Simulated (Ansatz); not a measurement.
**Computed properties of Nb5Te4**

Nb$_{5}$Te$_{4}$:
```
Nb5Te4
1.0
   -5.18511     5.18511     1.85949
    5.18511    -5.18511     1.85949
    5.18511     5.18511    -1.85949
Nb Te
5 4
Direct
  0.00000   0.00000   0.00000
  0.61750   0.31352   0.93102
  0.38250   0.68648   0.06898
  0.68648   0.61750   0.30398
  0.31352   0.38250   0.69602
  0.71582   0.06265   0.77847
  0.28418   0.93735   0.22153
  0.93735   0.71582   0.65317
  0.06265   0.28418   0.34683
```

Space group I4/m (No. 87); conventional cell a = b = 10.3702 Å, c = 3.7190 Å, α = β = γ = 90.00°.

Method: plane-wave PAW r²SCAN (Ansatz code). The cell and atoms are relaxed at this level. Other levels are named where they apply.

**Cell and energy**

- Volume per atom: 22.22 Å³
- Density: 8.10 g/cm³
- Formation energy from the elements (no fitted shifts): -0.45 eV/atom

**Electronic structure**

- Electronic character = metallic (no gap)
- Density of states at the Fermi level = 0.58 states/eV per atom (mean over ±0.08 eV)

The workflow started from a Materials Project entry (that database holds measured and hypothetical structures alike); the Crystallography Open Database files this formula in space group No. 87, but the cells were not matched. Whether it is the stable phase at ambient conditions was not checked. Symmetry was held in the r²SCAN relaxation; whether a distortion lowers the energy is not shown. The run is not spin-polarised. With an odd number of electrons in the cell and no spin polarisation, the count alone makes it a metal. The references are the lowest solids computed at this level, not always the standard phases. Spin–orbit coupling is left out wherever it is not named.

Potentials: the later of the program's two PAW sets.
